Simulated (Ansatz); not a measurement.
### Question
Each is relaxed and computed with r²SCAN (plane waves, PAW; program Ansatz). Which is the only one with a gap?
A) VGe2, P6_222 (V on 3c, Ge on 6i)
B) VAs2, C2/m (V on 4i, As on 4i, As on 4i)
C) MnV2O6, C2/m (Pearson symbol mS18)
D) AlV2C, P6_3/mmc (Al on 2c, V on 4f, C on 2a)

### Answer
C, MnV2O6, C2/m (Pearson symbol mS18). MnV2O6: gap 0.73 eV (indirect); VAs2: metal; VGe2: metal; AlV2C: metal. Spin orders computed, not proven ground states: MnV2O6, C2/m (Pearson symbol mS18) ferromagnetic; VGe2, P6_222 (V on 3c, Ge on 6i) ferromagnetic. Standing as an ambient phase not checked: MnV2O6, C2/m (Pearson symbol mS18); VAs2, C2/m (V on 4i, As on 4i, As on 4i); VGe2, P6_222 (V on 3c, Ge on 6i). All cells were relaxed under the symmetry of their starts (and spin orders); stability against distortions was not tested throughout. Rows with no word on spin ran without spin polarisation. No Hubbard U is applied. Spin–orbit coupling is left out wherever it is not named.

Potentials: the later of the program's two PAW sets.
